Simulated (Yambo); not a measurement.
G0W0@PBEsol for AlAs (wurtzite, space group P6_3mc, No. 186) in Yambo (3×3×2 mesh, 8 Ry block, plasmon pole, screening fixed), without a terminator:

| bands N in G | gap Γ → Γ (eV) | shift of the valence edge (eV) |
|---|---|---|
| 126 | 2.641 | -0.559 |
| 218 | 2.709 | -0.825 |
| 340 | 2.744 | -0.947 |

### Question
Extrapolate both columns to infinite N with E(N) = E∞ + A/N, test the form, and compare with the terminator.

### Answer
From two points, E∞ = (N2 E2 − N1 E1)/(N2 − N1). The two largest N give 2.81 eV for the gap and -1.16 eV for the shift; the two smallest give 2.80 eV and -1.19 eV. For the gap the slopes A are -20 and -21 eV: the 1/N form holds. For the shift the slopes A are 79 and 74 eV: the 1/N form holds. With the Bruneval-Gonze terminator and 340 bands the run gives 2.76 eV and -1.02 eV, 0.05 eV and 0.14 eV from the extrapolated values: the terminator too is an estimate of the remainder. Block, mesh and the bands in W are held fixed.

The standard potential for As keeps a d shell in the valence without the s and p states of that shell. In tests on such compounds this moved G0W0 gaps by up to about 0.9 eV, so absolute quasiparticle energies here are unreliable; differences between settings are what counts.

Spin-orbit coupling is included.

Geometry relaxed with PBEsol; primitive cell a = 4.0044 Å, b = 4.0044 Å, c = 6.5766 Å, α = 90.00°, β = 90.00°, γ = 120.00°.

This is not the ordinary phase of the substance; no match was found in the copy of COD used, and its stability was not checked.

A shift is the quasiparticle energy of the state minus its PBEsol energy.
